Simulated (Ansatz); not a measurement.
# Rigid cleavage in Ta3Ru2

All numbers below come from DFT PBEsol, scalar-relativistic, plane waves, PAW (Ansatz 0.2.0). The runs took a 420 eV cutoff, a Γ-centred 12×12×3 mesh and Gaussian smearing (0.15 eV). Spin–orbit coupling is left out, which can shift energies with elements as heavy as these. No spin polarisation. Energies are free energies at this smearing, counted from the undisturbed cell; pressure is positive in compression.

Reference structure (relaxed at this level; it needn't be the usual structure):

```
Ta Ru
1.0
    -3.18895    0.00000    0.00000
     0.00000   -3.18895    0.00000
     0.00000    0.00000   15.63590
Ta Ru
6 4
Direct
  0.00000 0.00000 0.84281
  0.00000 0.00000 0.05239
  0.00000 0.00000 0.25235
  0.00000 0.00000 0.44760
  0.00000 0.00000 0.64285
  0.50000 0.50000 0.94760
  0.50000 0.50000 0.15637
  0.50000 0.50000 0.35019
  0.50000 0.50000 0.54501
  0.50000 0.50000 0.73883
```

The cut lies on the cell's a–b face, a (0 0 1) plane (indices in the standard cell, whose axes needn't be the Cartesian ones shown) of area 10.17 Å², between layers 1.64 Å apart. Vector c is lengthened by d along the normal with the atoms' Cartesian places fixed: one unrelaxed cut a cell. The cell is metallic on the mesh throughout.

```
d (Å) energy (J/m²)
-0.30           0.84
-0.15           0.19
 0.00           0.00
 0.25           0.37
 0.50           1.16
 0.75           2.11
 1.00           3.03
 1.50           4.61
 2.00           5.78
 3.00           7.05
 4.50           7.60
 6.00           7.66
```

(1) Predict the traction dE/dd (GPa) at each point.

Answers

(1)
| d (Å) | traction dE/dd (GPa) |
| --- | --- |
| -0.30 | -62.4 |
| -0.15 | -26.5 |
| 0.00 | 0.0 |
| 0.25 | 25.7 |
| 0.50 | 36.3 |
| 0.75 | 38.2 |
| 1.00 | 34.7 |
| 1.50 | 27.9 |
| 2.00 | 19.0 |
| 3.00 | 7.6 |
| 4.50 | 1.2 |
| 6.00 | 0.1 |

Cost: 12 runs of about 6.3 core-minutes in all, on Intel Xeon 6975P-C (Granite Rapids) (shared hosts).